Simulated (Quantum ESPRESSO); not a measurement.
## Kohn-Sham bands of CsCl (rock salt)

```
CELL_PARAMETERS angstrom
      0.00000     3.50655     3.50655
      3.50655     0.00000     3.50655
      3.50655     3.50655     0.00000
ATOMIC_POSITIONS crystal
  Cs 0.00000 0.00000 0.00000
  Cl 0.50000 0.50000 0.50000
```

Materials Project entry mp-573697; symmetrised, unrelaxed at this level. COD (Crystallography Open Database) has the formula in 2 space groups, this one among them (matched by group alone). Level: PBEsol, spinors with spin-orbit coupling; pw.x of Quantum ESPRESSO at 47 Ry with PseudoDojo potentials, 6×6×6 k-points, Wannier90. Density: 8×8×8 mesh, cold smearing 0.01 Ry.

Energies are relative to the valence-band maximum; weights are on the orthonormalised atomic waves of the pseudopotential files, averaged over the group. 16 electrons a cell are treated as valence.

| bands | from (eV) | to (eV) | filling | weight on atomic waves |
|---|---|---|---|---|
| 1–2 | -19.00 | -18.95 | filled | ? |
| 3–4 | -11.99 | -11.93 | filled | ? |
| 5–6 | -7.05 | -6.86 | filled | ? |
| 7–10 | -5.59 | -5.21 | filled | ? |
| 11–16 | -0.74 | 0.00 | filled | ? |

Task: Which atomic shells make up each group?

Result: 
- 1–2, weight on atomic waves: Cs 5s 99 %
- 3–4, weight on atomic waves: Cl 3s 94 %, Cs 6s 5 %
- 5–6, weight on atomic waves: Cs 5p 98 %
- 7–10, weight on atomic waves: Cs 5p 97 %
- 11–16, weight on atomic waves: Cl 3p 95 %

The Kohn-Sham gap over both meshes and the path is 4.70 eV.
